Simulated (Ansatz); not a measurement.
Phonon dispersion of InGa2As3

The calculation used DFT PBE, scalar-relativistic, plane waves, PAW (Ansatz 0.2.0). Cutoff 420 eV, 12×12×4 k-points (Γ-centred), Fermi-Dirac smearing of 0.15 eV. No spin polarisation. Phonons by linear response, acoustic sum rule imposed.

The cell, relaxed at this level:
```xyz
6
Lattice="4.1673 0.0000 0.0000 -2.0836 3.6090 0.0000 0.0000 0.0000 10.2425" Properties=species:S:1:pos:R:3 pbc="T T T"
In    0.0000    0.0000    3.4303
Ga    0.0000    2.4060   10.1780
Ga    2.0836    1.2030    6.8949
As    0.0000    2.4060    2.4162
As    0.0000    0.0000    6.1014
As    2.0836    1.2030    9.3884
```

The structure comes from a generated guess, relaxed at this level; another structure or a mixture of phases may lie lower. In a metal, frequencies and elastic constants depend on the k mesh and the smearing, soft modes and shear constants most. The q mesh is coarse, so values between its points are rough.

Force constants from linear response on a 2×2×1 q mesh.

Question: Is the structure dynamically stable on the q mesh?

Answer: Yes, on this mesh: no mode is imaginary. Between the mesh points the interpolation dips to 7i cm⁻¹.

Question: Give the frequencies (cm⁻¹) at the zone-boundary points of high symmetry (interpolated where a point lies off the q mesh).

Answer:
| point | q | frequencies |
| --- | --- | --- |
| M | 0.500 0.000 0.000 | 43 59 69 74 74 84 146 165 191 194 201 207 213 217 222 222 235 239 |
| K | 0.333 0.333 0.000 | 49 58 61 89 115 115 156 160 169 189 189 196 218 220 224 227 234 236 |
| A | 0.000 0.000 0.500 | 27 27 28 28 58 58 70 74 183 203 217 217 225 225 230 230 234 245 |
| L | 0.500 0.000 0.500 | 38 43 69 73 73 92 159 166 176 198 201 209 213 217 222 225 234 237 |
| H | 0.333 0.333 0.500 | 51 61 68 81 111 112 158 162 170 189 190 197 218 220 222 231 233 234 |
